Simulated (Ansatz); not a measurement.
Total density of states per atom from r²SCAN (plane waves, PAW; program Ansatz), in 0.25 eV bins, energy from the Fermi level:

```csv
E (eV),states/eV/atom
-7.85,0.00
-7.60,0.00
-7.35,0.01
-7.10,0.06
-6.85,0.10
-6.60,0.13
-6.35,0.18
-6.10,0.23
-5.85,0.32
-5.60,0.50
-5.35,1.40
-5.10,0.62
-4.85,0.22
-4.60,0.12
-4.35,0.06
-4.10,0.03
-3.85,0.02
-3.60,0.01
-3.35,0.00
-3.10,0.05
-2.85,0.11
-2.60,0.21
-2.35,0.41
-2.10,0.64
-1.85,1.03
-1.60,1.09
-1.35,0.70
-1.10,0.62
-0.85,0.65
-0.60,0.90
-0.35,1.13
-0.10,0.53
0.15,0.29
0.40,0.58
0.65,1.85
0.90,1.90
1.15,1.53
1.40,1.46
1.65,2.37
1.90,8.61
```

### Question
Pick the material that matches.
A) LaGa3Pd2, P6/mmm (La on 1a, Ga on 3g, Pd on 2c)
B) LaIn, CsCl type
C) La3Al4Si6, P-3m1 (Pearson symbol hP13)
D) LaSi2, I4_1/amd (La on 4b, Si on 8e)

### Answer
B, LaIn, CsCl type. Within 0.5 eV of the Fermi level: La 5d 60 %, In 5p 26 %, La 4f 7 %. Projections are on Löwdin-orthogonalised atomic valence shells; empty p or d shells of many metals are not among them.

Space group Pm-3m (CsCl type). The workflow started from a Materials Project entry (that database holds measured and hypothetical structures alike); the Crystallography Open Database copy checked does not list it. With La and In taken as one species the cell has the higher symmetry Im-3m, so it may be an ordered model of a mixed-site phase. Whether it is the stable phase at ambient conditions was not checked. Symmetry was held in the r²SCAN relaxation; whether a distortion lowers the energy is not shown. Scalar-relativistic: spin–orbit coupling is off unless named, which matters more the heavier the elements.

Potentials: the earlier of the program's two PAW sets.
